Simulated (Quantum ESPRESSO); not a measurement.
# Mg2AlO3Cl: convergence and cost over cutoff and k mesh

Simulated, not a measurement. The program is pw.x of Quantum ESPRESSO 7.5 (plane-wave density functional theory). The cell is made up: 7 atoms on a rocksalt lattice with one site empty, with randomly drawn elements, strain and displacements, not relaxed. PseudoDojo standard norm-conserving files (v0.5 for PBE, v0.4.1 for LDA and PBEsol) set the functional; there is no spin polarisation, spin-orbit coupling or dispersion term, and the masses in the input are unused placeholders.

Input of the run in row 4:

```
&control calculation='scf', pseudo_dir='./dojo.nc.sr.pbe.v0_5.standard.upf', outdir='./o', disk_io='low', tprnfor=.true., tstress=.true. /
&system ibrav=0, nat=7, ntyp=4, nbnd=30, ecutwfc=84.00895049, nosym=.true., tot_charge=0,
 occupations='smearing', smearing='fd', degauss=0.0018374661
/
&electrons conv_thr=7.350e-09, electron_maxstep=60, /
ATOMIC_SPECIES
Al 1.0 Al.upf
Cl 1.0 Cl.upf
Mg 1.0 Mg.upf
O 1.0 O.upf
CELL_PARAMETERS angstrom
4.2557 0.0 0.0
0.0 4.2557 0.0
0.0 0.0 4.2557
ATOMIC_POSITIONS angstrom
Mg -0.0319 0.0333 -0.0056
Al 2.1335 -0.0404 2.1329
Mg 2.1721 2.0991 0.0015
O 2.1359 -0.0003 0.036
O 2.106 2.1115 2.1456
O 4.2625 -0.0578 2.0901
Cl 4.2625 2.1112 -0.0535
K_POINTS automatic
4 4 4 1 1 1
```

The same cell was run at these settings. Meshes are shifted by half a step, and differences are from the last row, which is itself not exact.

```
cutoff (eV)     k mesh  k points solved  threshold (eV)  free energy less the last row's (eV)  pressure (GPa)  largest stress difference (GPa)  largest force difference (eV/Å)  iterations  wall time (s)  k-point pools              processor
        800  2 x 2 x 2                4           1e-04                                 1.878          -21.67                            29.35                            0.030           7              6              4  AMD EPYC, Zen 5 class
       1143  1 x 1 x 1                1           1e-07                                 2.269            9.05                             1.50                            0.193          11              9              4  AMD EPYC, Zen 5 class
        573  4 x 4 x 4               32           1e-07                                29.762         -228.41                           236.72                            0.138          11             10              4  AMD EPYC, Zen 5 class
       1143  4 x 4 x 4               32           1e-07                                 0.002            7.58                             0.04                            0.003          11             22              4  AMD EPYC, Zen 5 class
       1437  6 x 6 x 6              108           1e-07                                 0.000            7.61                             0.00                            0.000          11             76              4  AMD EPYC, Zen 5 class
```

Each pool is one process. Wall times include start-up and a band step at six k points, which weighs most on the coarsest meshes. The runs were on shared virtual cores whose load varied, so times are rough.